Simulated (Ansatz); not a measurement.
A: Ti (hcp, Mg type), a = 2.9004 Å, b = 2.9004 Å, c = 4.5902 Å, α = 90.00°, β = 90.00°, γ = 120.00°
B: SnO$_{2}$ (rutile), a = b = 4.769 Å, c = 3.211 Å, α = β = γ = 90.00°
C: Se (trigonal-Se type, space group P3_121), a = 4.039 Å, b = 4.039 Å, c = 5.120 Å, α = 90.00°, β = 90.00°, γ = 120.00°

Scan: energy against volume (even scaling of the relaxed cell, symmetry kept). All come from one method, each on a k mesh of its own. All were relaxed with their symmetry unable to fall. The PAW data are Ansatz's earlier set. Ti is run without spin polarisation.

### Question
Put the candidates in order of bulk modulus at fixed cell shape (fitted), lowest first, for PBEsol (plane waves to 420 eV, PAW, scalar-relativistic; Ansatz, a quantum-chemistry and plane-wave program).

### Answer
C (34.3 GPa), A (119 GPa), B (194 GPa)

(Under strain, the slope of the energy per volume gives the stress and its curvature an elastic modulus.)
